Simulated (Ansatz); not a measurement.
A geometry of Cu away from equilibrium: the start of the relaxation of a relaxed Cu cell, doubled along one cell vector, shaken by Gaussian noise of σ = 0.08 Å a coordinate. Computed with PBEsol (plane waves to 420 eV, PAW, scalar-relativistic; Ansatz, a program for electronic structure). Γ-centred k-mesh 16×16×8 on the run's cell (coarser than for final values), Fermi–Dirac smearing 0.05 eV.

```xyz
2
Lattice="0.0000 1.7819 1.7819 1.7819 0.0000 1.7819 3.5638 3.5638 0.0000" Properties=species:S:1:pos:R:3:forces:R:3 pbc="T T T" free_energy=-13177.538 pressure_GPa=0.3
Cu     0.0253    -0.0696    -0.0178    0.2595    0.1308   -0.0544
Cu     1.8898     1.7195     0.0177   -0.2595   -0.1308    0.0544
```

Positions in Å, forces in eV/Å, free energy of the cell in eV (comparable only within this code, potentials and settings). Largest force: 0.30 eV/Å, on Cu1, Cu2 (atoms numbered as listed); the geometry lies 0.01 eV/atom above the end of its relaxation.

No spin polarisation in the result.

The run could not lose the symmetry of its start.
